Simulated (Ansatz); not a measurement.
**Relaxing a structure of TiB2**

The start is a generated cell, TiB2 built in the C54 structure type. The structure is fully relaxed (lattice and positions, P = 0) with PBEsol (plane waves to 420 eV, PAW, scalar-relativistic; Ansatz, a program for electronic structure). The first steps use a coarse 7×7×7 k-mesh.

Starting cell:
```
CELL_PARAMETERS angstrom
      0.00000     3.57496     3.69751
      2.07568     0.00000     3.69751
      2.07568     3.57496     0.00000
ATOMIC_POSITIONS crystal
  B  0.66350 0.33650 0.66350
  B  0.33650 0.66350 0.33650
  B  0.58650 0.91350 0.58650
  B  0.91350 0.58650 0.91350
  Ti 0.00000 0.00000 0.00000
  Ti 0.25000 0.25000 0.25000
```

Problem. How large is the pressure on the unrelaxed cell, and of which sign?

Solution. +12 GPa (positive: the cell is compressed).

Problem. What is the largest force in the starting geometry, and on which atom (counted from 1)?

Solution. About 0.6 eV/Å, on B1, B2, B3, B4 (atoms numbered as listed).

Problem. How much energy is released per atom?

Solution. 0.45 eV/atom.

Problem. How do the shortest distances between atoms change?

Solution. The closest pairs of elements (up to four, under 3.6 Å), start → end: B–B 2.19 → 1.63 Å; B–Ti 2.21 → 2.27 Å; Ti–Ti 2.77 → 2.77 Å.

Problem. What band gap does the relaxed structure have at this level?

Solution. No gap (metallic).

Problem. Give the final cell and atomic positions.

Solution. 
Space group Fddd, origin choice 1 (No. 70); a = 4.571 Å, b = 6.174 Å, c = 7.982 Å, α = 90.00°, β = 90.00°, γ = 90.00°

```csv
atom,site,symmetry,x,y,z
B,16f,.2.,0.0000,0.3681,0.0000
Ti,8a,222,0.0000,0.0000,0.0000
```
(The calculation used a cell of 6 atoms; values per cell refer to that cell.)

The space group stays Fddd (No. 70) (the run could not lower it), with 6 atoms in the primitive cell. Final values are on a 14×14×14 k-mesh of the relaxed cell. No spin polarisation in the result.

The run could not lower the symmetry of its start; a shaken copy of this end point relaxes with PBEsol to C2/m (No. 12), 0.77 eV/atom lower.

The relaxed structure here is a generated cell of TiB2: the first start was made by placing the elements on the sites of a structure type, and the end was not matched to a known phase here, so it may be hypothetical. Known forms of TiB2 include space group No. 191.
